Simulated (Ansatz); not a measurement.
Level of theory: DFT PBE, scalar-relativistic, plane waves, PAW (Ansatz). All cells share a 420 eV cutoff and Γ-centred k meshes spaced about 0.3 Å⁻¹ or finer (0.25 for metals, 2π included). No spin polarisation.

Relaxed structures of SiBi₂Te₅, with energies over the first row. Coordination counts Te atoms around Bi and Si (those within 1.25 times the shortest such distance or 1.15 times the sum of covalent radii, 1.27 where that leaves under three; a plus sign parts nearer from farther groups; a slash parts the counts of unlike sites).

| # | form | sites | V (Å³/atom) | coordination | ΔE (meV/atom) |
| --- | --- | --- | --- | --- | --- |
| 1 | P-3m1 | Si 1b; Bi 2d; Te 2d, 2d, 1a | 32.8 | Si 6, Bi 6 | 0 |
| 2 | Pbam | Si 2a; Bi 4h; Te 4g, 4h, 2c | 32.9 | Si 6, Bi 5 | 21 |
| 3 | P3m1 | Si 1a; Bi 1b, 1c; Te 1b, 1c, 1a, 1a, 1b | 31.2 | Si 6, Bi 3+3/6 | 90 |
| 4 | P4mm | Si 1a; Bi 2c; Te 4d, 1a | 47.1 | Si 1+4, Bi 4 | 143 |

A further structure, relaxed alike:

```yaml
crystal:
  lattice:
    - [-4.01070, 4.01070, 4.23496]
    - [4.01070, -4.01070, 4.23496]
    - [4.01070, 4.01070, -4.23496]
  atoms:
    - { symbol: Si, position: [0.01843, 0.01843, 0.00000] }
    - { symbol: Bi, position: [0.78869, 0.28869, 0.50000] }
    - { symbol: Bi, position: [0.28869, 0.78869, 0.50000] }
    - { symbol: Te, position: [0.71422, 0.18512, 0.00000] }
    - { symbol: Te, position: [0.18512, 0.18512, 0.47090] }
    - { symbol: Te, position: [0.71422, 0.71422, 0.52910] }
    - { symbol: Te, position: [0.18512, 0.71422, 0.00000] }
    - { symbol: Te, position: [0.32851, 0.32851, 0.00000] }
```

Question: Where does it fall in the ranking, and at what energy?

Answer: It falls between rows 3 and 4, 124 meV/atom above row 1, with space group I4mm (No. 107) and 34.1 Å³/atom. Counting Te atoms around Bi and Si, this cell has Si 5, Bi 4 and row 1 has Si 6, Bi 6. Around Si lie 5 Te at 2.63–2.73 Å; Bi has 4 Te at 3.15 Å; Te on a site of symmetry m has 1 Si at 2.73 Å, 2 Bi at 3.15 Å and 1 Te at 3.17 Å; Te on a site of symmetry 4mm is surrounded by 1 Si at 2.63 Å and 4 Te at 3.17 Å.

The k mesh leaves some 4 meV/atom of noise in the energy of each metallic cell. Weakly bound directions are ill-defined at this level, which has no dispersion term (P-3m1, Pbam, P4mm), and this can change margins and order among such cells. Spin–orbit coupling, which can matter for Bi and Te, is left out. With atoms moved at random, row 1 came back. Row 2, row 3, row 4 and the further cell had no clear such test and can be saddle points.
